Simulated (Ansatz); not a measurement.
Zr:
```xyz
2
Lattice="3.2416 0.0000 0.0000 -1.6208 2.8073 0.0000 0.0000 0.0000 5.1455" Properties=species:S:1:pos:R:3 pbc="T T T"
Zr     0.0000     1.8716     3.8591
Zr     1.6208     0.9358     1.2864
```

Relaxed with r²SCAN+D4. Special points in fractions of this cell's reciprocal vectors: Γ (0.000, 0.000, 0.000); M (0.500, 0.000, 0.000); K (0.333, 0.333, 0.000); A (0.000, 0.000, 0.500); L (0.500, 0.000, 0.500); H (0.333, 0.333, 0.500).

### Question
List the band energies nearest the Fermi level at these points for r²SCAN+D4 in the plane-wave PAW code Ansatz.

### Answer
In eV from the Fermi level; about four levels below and three above (degenerate sets whole), none deeper than 8.9 eV; points with the same levels are listed once.

| k | below | above |
|---|---|---|
| Γ | -6.00 -3.20 | 0.94 0.94 1.03 |
| M | -2.70 -2.66 -2.26 -0.40 | 0.64 0.85 1.57 |
| K | -2.20 -1.52 -1.52 -1.27 | 0.32 0.32 1.97 |
| A | -4.20 -4.20 | 0.02 0.02 0.86 0.86 0.86 0.86 |
| L | -3.01 -3.01 -1.09 -1.09 | 1.55 1.55 2.37 2.37 |
| H | -1.40 -1.40 -0.15 -0.15 | 2.23 2.23 4.56 4.56 |

Space group P6_3/mmc (hcp (Mg type)). Symmetry was held in the r²SCAN+D4 relaxation. The run is not spin-polarised. The pairwise dispersion correction was not fitted to metals. Spin–orbit coupling is left out wherever it is not named.

Potentials: the earlier of the program's two PAW sets.
